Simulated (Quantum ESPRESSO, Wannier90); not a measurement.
## Tight-binding from DFT: TiO2 (rutile)

```
TiO2
1.0
    4.59984     0.00000     0.00000
    0.00000     4.59984     0.00000
    0.00000     0.00000     2.95921
Ti O
2 4
Direct
  0.50000   0.50000   0.00000
  0.00000   0.00000   0.50000
  0.69568   0.69568   0.50000
  0.30432   0.30432   0.50000
  0.80432   0.19568   0.00000
  0.19568   0.80432   0.00000
```

Cell from Materials Project (mp-2657), symmetrised, no further relaxation. COD (Crystallography Open Database) has the formula in 6 space groups, this one among them (matched by group alone). Level: PBE, no spin polarisation, no spin-orbit coupling; pw.x of Quantum ESPRESSO at 68 Ry with PseudoDojo potentials, 6×6×8 k-points, Wannier90. Density: 8×8×10 mesh, cold smearing 0.01 Ry.

Base run: 22 functions from bands 13-50 of the 50 computed, start hydrogen-like Ti: d; O: p, frozen window up to 3.39 eV relative to the valence-band maximum, outer window open. One setting was then changed (edges relative to the valence-band maximum; misfit to pw.x on a path, for states up to 2.9 eV relative to the valence-band maximum).

```
run      Ω_I (Å²)  rms misfit (meV)  worst (meV)
-------  --------  ----------------  -----------
base        14.75               0.3          1.9
changed     11.70              1115         2471
```

**Question.** Which change was made?
A. no frozen window
B. only the lowest 34 of the kept bands
C. frozen window to 7.39 eV

**Answer.** A, no frozen window. The others give:

```tsv
run	Ω_I (Å²)	rms misfit (meV)	worst (meV)
frozen window to 7.39 eV	15.58	0.2	1.7
only the lowest 34 of the kept bands	14.78	0.3	1.9
```
